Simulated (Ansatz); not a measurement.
Values for one crystal, relaxed and computed with PBE (plane waves, PAW; program Ansatz); other levels are named.

| Property | Result |
|---|---|
| Volume per atom | 14.29 Å³ |
| Electronic character | metallic (no gap) |
| Formation energy from the elements (no fitted shifts) | -0.63 eV/atom |
| Density of states at the Fermi level | 0.38 states/eV per atom (mean over ±0.08 eV) |

### Question
Which of these materials gives this?
A. AlIr, Cmcm (Al on 4c, Ir on 4c)
B. TiAl, L1₀ or tetragonal B2
C. TaAg, Cmcm (Ta on 4c, Ag on 4c)
D. IrW, Cmcm (W on 4c, Ir on 4c)

### Answer
A, AlIr, Cmcm (Al on 4c, Ir on 4c)

The start of the workflow was typed in or built on a structure type; neither database checked (COD, Materials Project) lists it. Whether it is the stable phase at ambient conditions was not checked. Symmetry was held in the PBE relaxation; whether a distortion lowers the energy is not shown. No spin polarisation was allowed. The references are the lowest solids computed at this level, not always the standard phases. Scalar-relativistic: spin–orbit coupling is off unless named, which matters more the heavier the elements.

Potentials: the earlier of the program's two PAW sets.
